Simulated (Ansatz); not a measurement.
**Property card for Sn**

Sn:
```cif
data_Sn
_chemical_formula_sum 'Sn1'
_space_group_name_H-M_alt 'P 1'
_space_group_IT_number 1
_cell_length_a 3.23314
_cell_length_b 3.23314
_cell_length_c 3.23314
_cell_angle_alpha 109.471
_cell_angle_beta 109.471
_cell_angle_gamma 109.471
loop_
_space_group_symop_operation_xyz
  'x, y, z'
loop_
_atom_site_label
_atom_site_type_symbol
_atom_site_fract_x
_atom_site_fract_y
_atom_site_fract_z
_atom_site_occupancy
Sn1 Sn 0.00000 0.00000 0.00000 1
```

Space group Im-3m (No. 229), bcc (W type); conventional cell a = b = c = 3.7333 Å, α = β = γ = 90.00°.

Method: PBEsol (plane waves, PAW; program Ansatz). Structure relaxed to zero pressure with the same functional. Other levels are named where they apply.

Cell and energy:

```
Property             Result
---------------  ----------
Volume per atom    26.02 Å³
Density          7.58 g/cm³
```

Electronic structure:

```
Item                                                                        Result
------------------------------------  --------------------------------------------
Electronic character                                             metallic (no gap)
Density of states at the Fermi level  0.57 states/eV per atom (mean over ±0.08 eV)
Gap with spin–orbit coupling                                       none (metallic)
```

Mechanics:

```
Item                                                                    Value
-------------------------------------  --------------------------------------
Bulk modulus (Birch–Murnaghan fit)                                   55.0 GPa
Pressure derivative B′                                                    5.3
Elastic constants (relaxed ions, GPa)      C11 = 48.2, C12 = 61.3, C44 = 24.3
Mechanical stability                   unstable (C has a negative eigenvalue)
```

The first step of the workflow began from a Materials Project structure, measured or hypothetical; the Crystallography Open Database copy checked does not list it. It is not the phase usual at ambient conditions (space group No. 141). Symmetry was held in the PBEsol relaxation. As this level gives no gap, shear constants depend on the k-mesh and smearing (Fermi–Dirac, 0.1 eV here). Spin–orbit coupling is left out wherever it is not named.

Potentials: the later of the program's two PAW sets.
